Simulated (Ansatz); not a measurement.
MgAu (CsCl type)

```xyz
4
Lattice="6.4391 0.0000 0.0000 0.0000 3.2196 0.0000 0.0000 0.0000 3.2196" Properties=species:S:1:pos:R:3 pbc="T T T"
Mg     1.6098     1.6098     1.6098
Mg     4.8293     1.6098     1.6098
Au     0.0000     0.0000     0.0000
Au     3.2196     0.0000     0.0000
```

A phonon eigenvector at X = (0.5, 0.0, 0.0) is frozen into this cell: atom i moves by Q times the vector below, so Q is the largest atomic displacement, in Å. The cell is held. (q is in reciprocal vectors of the primitive cell; the cell shown is doubled to hold the pattern.)

```csv
atom,x,y,z
Mg1,1.000,0.000,0.000
Mg2,-1.000,0.000,0.000
```

Atoms not listed stay in place.

Level of theory: LDA (plane waves to 420 eV, PAW, scalar-relativistic; Ansatz, a first-principles code). k mesh 7×14×14 (Γ-centred), Fermi-Dirac smearing 0.05 eV. With partly filled bands, energies and forces of such displacements shift with the k mesh and the smearing. MgAu was relaxed with its symmetry unable to fall. Spin-orbit coupling is left out, though Au is heavy. 

| Q (Å) | −dE/dQ from forces (eV/Å) |
|---|---|
| -0.100 | 1.475 |
| -0.083 | 1.219 |
| -0.067 | 0.969 |
| -0.050 | 0.723 |
| -0.033 | 0.481 |
| -0.017 | 0.240 |
| 0.000 | 0.000 |
| 0.017 | -0.240 |
| 0.033 | -0.481 |
| 0.050 | -0.723 |
| 0.067 | -0.969 |
| 0.083 | -1.219 |
| 0.100 | -1.475 |

Question: What harmonic wavenumber does the curvature at Q = 0 give?

Answer: 284 cm⁻¹. E″ = 14.40 eV/Å², M = Σ mᵢ|uᵢ|² = 48.6 u, ν̃ = 521.5·√(|E″|/M).

(For displaced atoms, the force is minus the slope of the energy, and its curvature is a force constant, which sets phonon frequencies.)
